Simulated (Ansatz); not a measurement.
Co2Si in space group Pnma (No. 62; Co on 4c, Co on 4c, Si on 4c) under volume change, PBEsol (plane waves, PAW; program Ansatz), shape and atoms relaxed at each volume.

| V (Å³/atom) | E − E(relaxed) (meV/atom) | P (GPa) |
|---|---|---|
| 9.329 | 78.1 | 29.66 |
| 9.637 | 32.7 | 18.04 |
| 9.944 | 7.7 | 8.25 |
| 10.252 | 0.0 | 0.00 |
| 10.559 | 6.8 | -6.92 |
| 10.867 | 25.8 | -12.59 |
| 11.174 | 54.5 | -17.19 |

Question: What does a third-order Birch–Murnaghan fit give for V₀, B₀ and B′?

Answer: V₀ = 10.25 Å³/atom, B₀ = 249 GPa, B′ = 5.0.

The PBEsol relaxation kept the symmetry of its start. Magnetic state: ferromagnetic, the only order run, not a proven ground state.

Potentials: the earlier of the program's two PAW sets. The files were generated under PBE; for other functionals the program regenerates the frozen cores, and for LDA and PBEsol the local potential too.
